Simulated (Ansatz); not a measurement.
The elements of this relaxed trial crystal are hidden behind letters.

```
lattice vectors (Å)
   1.4549    0.8400    9.2093
  -1.4549    0.8400    9.2093
   0.0000   -1.6800    9.2093
fractional positions
X 0.6227 0.6227 0.6227
X 0.1264 0.1264 0.1264
X 0.8736 0.8736 0.8736
X 0.3773 0.3773 0.3773
Z 0.0000 0.0000 0.0000
```

The calculation used DFT PBE, scalar-relativistic, plane waves, PAW (Ansatz 0.2.0). Settings of the last relaxation (5-atom cell): 420 eV, 12×12×12 k points, Gaussian smearing of 0.10 eV, no spin polarisation.

- Space group: R-3m (No. 166)
- Conventional cell: a = 2.910 Å, c = 27.628 Å
- Volume per atom: 13.51 Å³
- Density: 3.00 g/cm³
- Energy over the elements: −0.23 eV/atom
- Gap on the 12×12×12 mesh of the 5-atom cell: 0 eV (a metal)

Energies are uncorrected and count from the elements' standard states at the same level.

**Question.** X is a p-block element of period 3 and Z is a p-block element of period 2. Which elements are they?

**Answer.** X = Al, Z = N, so the formula is Al4N. Density times volume gives a mean mass of 3.00 × 13.51/1.6605 = 24.4 u per atom, and this set has 24.4 u. Among the elements that the hints allow, noble gases aside, only these give it. Around Al on its first site lie 3 N at 2.07 Å and 12 Al at 2.83–2.96 Å; Al on its second site has 12 Al at 2.79–2.91 Å; N has 6 Al at 2.07 Å.

A structure relaxed within its symmetry needn't be a true minimum.
